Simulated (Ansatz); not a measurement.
Si in space group I4/mmm (No. 139; Si on 8h), LDA (plane waves, PAW; program Ansatz). The conduction-band minimum lies on the Γ–Z line, 46 % of the way from Γ, with 2 equivalent valleys. Second derivatives d²E/dk² of the lowest band at one valley (eV·Å²), along Cartesian directions:

```csv
direction,d²E/dk²
[100],23.03
[010],23.03
[001],16.44
[110],23.02
[101],19.74
[011],19.74
```

Find the principal effective masses, the density-of-states mass and the conductivity mass.

Off-diagonal terms follow from H_xy = H[110] − (H_xx + H_yy)/2, and m*/mₑ = 7.620 eV·Å² over each eigenvalue: 0.33, 0.33, 0.46. One valley's DOS mass (m₁m₂m₃)^(1/3) = 0.37, conductivity mass 3/(Σ 1/mᵢ) = 0.37 mₑ.

What effective density of states Nc follows at 300 K for parabolic valleys?

Nc = 2.509e19 × 2 × (0.37)^(3/2) ≈ 1.1e19 cm⁻³.

The first step of the workflow began from a Materials Project structure, measured or hypothetical; the Crystallography Open Database copy checked does not list it. It is not the phase usual at ambient conditions (space group No. 227). The cell was relaxed with LDA under the symmetry of its start; phonons on a q-mesh show no instability.

Potentials: the later of the program's two PAW sets.

Edges and masses are those of Kohn–Sham bands, whose gap is no quasiparticle gap.
